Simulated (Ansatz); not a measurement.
A relaxed cell of CsOsC₃N₃ is given with its symmetry left out. The cell was found from a structure generator's guess, not taken from experiment.

These are results of DFT PBE, scalar-relativistic, plane waves, PAW (Ansatz), not measurements. Cutoff 420 eV, Γ-centred mesh, Gaussian smearing, no spin polarisation.

```yaml
crystal:
  lattice:
    - [0.00000, 5.22375, 5.22375]
    - [5.22375, 0.00000, 5.22375]
    - [5.22375, 5.22375, 0.00000]
  atoms:
    - { symbol: Cs, position: [0.25000, 0.25000, 0.25000] }
    - { symbol: Cs, position: [0.75000, 0.75000, 0.75000] }
    - { symbol: Os, position: [0.00000, 0.00000, 0.00000] }
    - { symbol: Os, position: [0.50000, 0.50000, 0.50000] }
    - { symbol: C, position: [0.80562, 0.19438, 0.19438] }
    - { symbol: C, position: [0.19438, 0.80562, 0.19438] }
    - { symbol: C, position: [0.19438, 0.19438, 0.80562] }
    - { symbol: C, position: [0.19438, 0.80562, 0.80562] }
    - { symbol: C, position: [0.80562, 0.19438, 0.80562] }
    - { symbol: C, position: [0.80562, 0.80562, 0.19438] }
    - { symbol: N, position: [0.69257, 0.30743, 0.30743] }
    - { symbol: N, position: [0.30743, 0.69257, 0.30743] }
    - { symbol: N, position: [0.30743, 0.30743, 0.69257] }
    - { symbol: N, position: [0.30743, 0.69257, 0.69257] }
    - { symbol: N, position: [0.69257, 0.30743, 0.69257] }
    - { symbol: N, position: [0.69257, 0.69257, 0.30743] }
```

The zero of energy is the elements' standard structures at the same level (N₂ as a molecule); no fitted shifts are applied.

Q: Find its symmetry and describe it.

A: Fm-3m (No. 225). Conventional cell: a = 10.447 Å. Cs is surrounded by 12 C at 3.74 Å and 12 N at 3.74 Å; Os on its first site is surrounded by 6 C at 2.03 Å; C is surrounded by 1 N at 1.18 Å, 1 Os at 2.03 Å, 4 C at 2.87 Å, 1 Os at 3.19 Å and 4 Cs at 3.74 Å; N is surrounded by 1 C at 1.18 Å, 1 Os at 2.01 Å, 4 N at 2.85 Å, 1 Os at 3.21 Å and 4 Cs at 3.74 Å; 1 more site not described.

Q: What is its formation energy per atom?

A: −0.135 eV/atom. It lies below the elements, which doesn't yet make it stable against other compounds or structures.

Q: Is it a metal?

A: No, the gap on the 6×6×6 mesh is 2.39 eV.

Q: From what recipe could a structure generator have reached it?

A: One such recipe: cyanide-bridged rock-salt net of two metals, 2 guest cations a cell (Fm-3m, No. 225). Other recipes can lead to the same cell.

The last run used a 6×6×6 mesh for its 16-atom cell and Gaussian smearing of 0.02 eV. These runs have no spin–orbit coupling, which can matter for Os. Kohn–Sham gaps at this level usually fall short of measured ones. The reference form of C is held partly by dispersion forces, which this level lacks. A later test with randomly moved atoms came back to the same energy, though modes that don't fit the test's cell weren't probed.
